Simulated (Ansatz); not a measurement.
CoSn₃ in space group Cmce (No. 64; Co on 8d, Sn on 8f, Sn on 16g) at seven volumes, PBEsol in the plane-wave PAW code Ansatz, shape and atoms relaxed at each. One row is withheld.

```json
[
 {"V (Å³/atom)": "18.352", "P (GPa)": "10.69"},
 {"V (Å³/atom)": "18.957", "P (GPa)": "6.43"},
 {"V (Å³/atom)": "19.562", "P (GPa)": "?"},
 {"V (Å³/atom)": "20.167", "P (GPa)": "0.01"},
 {"V (Å³/atom)": "20.772", "P (GPa)": "-2.33"},
 {"V (Å³/atom)": "21.377", "P (GPa)": "-4.10"},
 {"V (Å³/atom)": "21.982", "P (GPa)": "-5.48"}
]
```

Q: Fit the shown pressures and predict the withheld one.

A: P = (3/2)B₀(x^(7/2) − x^(5/2))[1 + (3/4)(B′ − 4)(x − 1)] with x = (V₀/V)^(2/3). Least squares on the six rows gives V₀ = 20.168 Å³/atom, B₀ = 84.5 GPa, B′ = 6.36. At V = 19.562, x = 1.0205 and P = 2.84 GPa. The run itself gave 2.90 GPa.

The workflow started from a Materials Project entry (that database holds measured and hypothetical structures alike); the Crystallography Open Database copy checked does not list it. Its standing as an ambient phase is unchecked. Symmetry was held in the PBEsol relaxation; whether a distortion lowers the energy is not shown. No spin polarisation was allowed. Spin–orbit coupling is left out wherever it is not named.

Potentials: the later of the program's two PAW sets.
